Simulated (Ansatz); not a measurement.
Input:

BeS:
```
CELL_PARAMETERS angstrom
      3.42332     0.00000     0.00000
     -1.71166     2.96468     0.00000
      0.00000     0.00000     7.74601
ATOMIC_POSITIONS crystal
  Be 0.00000 0.50000 0.33333
  Be 0.50000 0.50000 0.66667
  Be 0.50000 0.00000 0.00000
  S  0.00000 0.50000 0.83333
  S  0.50000 0.50000 0.16667
  S  0.50000 0.00000 0.50000
```

This is the PBEsol-relaxed structure.

### Question
All from the program Ansatz at the PBEsol level (PAW), unless another level is named. Predict the highest zone-centre frequency (without LO–TO term).

### Answer
633 cm⁻¹.

### Question
Predict the Hill bulk and shear moduli.

### Answer
105 and 70.3 GPa.

Space group P6_422. The start of the workflow was typed in or built on a structure type; neither database checked (COD, Materials Project) lists it. COD files the formula under space group No. 216. Its standing as an ambient phase is unchecked. The PBEsol relaxation kept the symmetry of its start; its stability against distortions is not shown here.

Potentials: the earlier of the program's two PAW sets. The files were generated under PBE; for other functionals the program regenerates the frozen cores, and for LDA and PBEsol the local potential too.
